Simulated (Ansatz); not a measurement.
BiB:
```
BiB
1.0
    0.00000     2.74498     2.74498
    2.74498     0.00000     2.74498
    2.74498     2.74498     0.00000
Bi B
1 1
Cartesian
  4.11747   4.11747   4.11747
  0.00000   0.00000   0.00000
```

r²SCAN in the plane-wave PAW code Ansatz gives a gap of 0.39 eV without spin–orbit coupling, maximum at Γ, minimum at Γ.

### Question
What happens when spin–orbit coupling is switched on?

### Answer
The gap falls by 0.21 eV, to 0.18 eV; maximum at Γ, minimum at Γ.

### Question
How large is the spin–orbit splitting of the valence top at Γ?

### Answer
The fourfold level lies 1.38 eV above the split-off pair.

### Question
Give the electron effective mass with spin–orbit coupling.

### Answer
0.018 mₑ (isotropic).

### Question
Give the Z2 indices of the occupied bands with spin–orbit coupling.

### Answer
0;(000).

Space group F-43m (zinc blende). A made-up cell: these elements were put on the sites of a structure type; neither database checked (COD, Materials Project) lists it. Whether it is the stable phase at ambient conditions was not checked. Symmetry was held in the r²SCAN relaxation; of distortions, only those at the zone centre were tested.

Potentials: the later of the program's two PAW sets.
